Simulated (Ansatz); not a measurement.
A geometry of NbRu away from equilibrium: step 13 of the relaxation of a generated trial cell of NbRu in the AFLOW prototype AB_tP4_131_c_e (B17, as in PtS). Computed with PBEsol (plane waves to 420 eV, PAW, scalar-relativistic; Ansatz, a program for electronic structure). Γ-centred k-mesh 9×9×7 on the run's cell (coarser than for final values), Fermi–Dirac smearing 0.05 eV.

```xyz
4
Lattice="3.4608 0.0000 0.0000 0.0000 3.4608 0.0000 0.0000 0.0000 6.3749" Properties=species:S:1:pos:R:3:forces:R:3 pbc="T T T" free_energy=-20618.652 pressure_GPa=12.2
Ru     0.0000     1.7304     0.0000    0.0000    0.0000    0.0000
Ru     1.7304     0.0000     3.1874    0.0000    0.0000    0.0000
Nb     0.0000     0.0000     1.5937    0.0000    0.0000    0.0000
Nb     0.0000     0.0000     4.7812    0.0000    0.0000    0.0000
```

Positions in Å, forces in eV/Å, free energy of the cell in eV (comparable only within this code, potentials and settings). Largest force: all forces are below 0.005 eV/Å; the geometry lies 0.61 eV/atom above the end of its relaxation.

No spin polarisation in the result.

The run could not lose the symmetry of its start, so the end can be a saddle point.

All atoms sit on sites fixed by symmetry, so only the cell could relax.

The end of the path is a generated cell of NbRu: the first start was made by placing the elements on the sites of a structure type, and the end was not matched to a known phase here, so it may be hypothetical.
